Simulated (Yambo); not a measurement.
Yambo run on Li2PdO3 (space group C2/m, No. 12). The wavefunctions come from this Quantum ESPRESSO step (LDA, PseudoDojo standard norm-conserving files, scalar-relativistic):

```
&CONTROL
  calculation = 'nscf'
  pseudo_dir = './pseudo'
  outdir = './out'
/
&SYSTEM
  ibrav = 0
  nat = 12
  ntyp = 3
  ecutwfc = 84.0
  ecutrho = 336.0
  occupations = 'fixed'
  force_symmorphic = .true.
  nbnd = 178
/
&ELECTRONS
  conv_thr = 1.2000000000000002e-08
  diago_full_acc = .true.
  diago_thr_init = 1e-08
/
ATOMIC_SPECIES
Li 6.9400 Li.upf
O 15.9990 O.upf
Pd 106.4200 Pd.upf
CELL_PARAMETERS angstrom
  2.552165000000  -4.416425000000   0.000000000000
  2.552165000000   4.416425000000   0.000000000000
 -1.699870000000   0.000000000000   4.764736000000
ATOMIC_POSITIONS crystal
Li   0.500000000000   0.500000000000   0.500000000000
Li   0.836470000000   0.163530000000   0.500000000000
Li   0.163530000000   0.836470000000   0.500000000000
Li   0.000000000000   0.000000000000   0.000000000000
O   0.267660000000   0.267660000000   0.762360000000
O   0.732340000000   0.732340000000   0.237640000000
O   0.424990000000   0.077990000000   0.235210000000
O   0.575010000000   0.922010000000   0.764790000000
O   0.922010000000   0.575010000000   0.764790000000
O   0.077990000000   0.424990000000   0.235210000000
Pd   0.666700000000   0.333300000000   0.000000000000
Pd   0.333300000000   0.666700000000   0.000000000000
K_POINTS automatic
2 2 2 0 0 0
```

Yambo input:

```
rim_cut
gw0
dyson
el_el_corr
HF_and_locXC
ppa
em1d
RandQpts= 1000000
RandGvec= 1 Ry
EXXRLvcs= 84 Ry
VXCRLvcs= 336 Ry
Chimod= "HARTREE"
% BndsRnXp
 13 | 177 |
%
NGsBlkXp= 7 Ry
% LongDrXp
 1.0 | 1.0 | 1.0 |
%
PPAPntXp= 27.2114 eV
% GbndRnge
 1 | 177 |
%
GTermKind= "BG"
DysSolver= "n"
ExtendOut
% QPkrange
 5 | 5 | 42 | 43 |
 6 | 6 | 42 | 43 |
%
```

k points by index: 5 = (-0.5, -0.5, 0), 6 = (-0.5, -0.5, -0.5).

Resulting energies as the program prints them:

```
#    K-point    Band    Eo [eV]    E [eV]    E-Eo [eV]    Vxc [eV]    Vnlxc [eV]    Sc|Eo [eV]    Sc|E [eV]    dSc/dw|Eo [eV]    Re(Z)    Im(Z)
#
    5    42    0.000000    -0.260523    -0.260523    -21.91276    -27.47452    5.222488    5.301238    -8.220383    0.767991    -0.001531
    5    43    2.028177    3.105145    1.076968    -22.41741    -18.36207    -2.666363    -2.978372    -7.882604    0.775382    -0.001740
    6    42    -0.067568    -0.347748    -0.280180    -22.27317    -28.03623    5.398561    5.482884    -8.185123    0.768756    -0.001463
    6    43    1.467919    2.483991    1.016072    -22.22688    -18.15342    -2.772608    -3.057385    -7.625900    0.781097    -0.001463
```
(The two width columns are left out.) Convergence of these settings isn't established.

Spin-orbit coupling is not included.

Geometry of the Materials Project entry, not relaxed at this level.

The structure is a Materials Project entry; no match was found in the copy of COD used, and its stability was not checked.
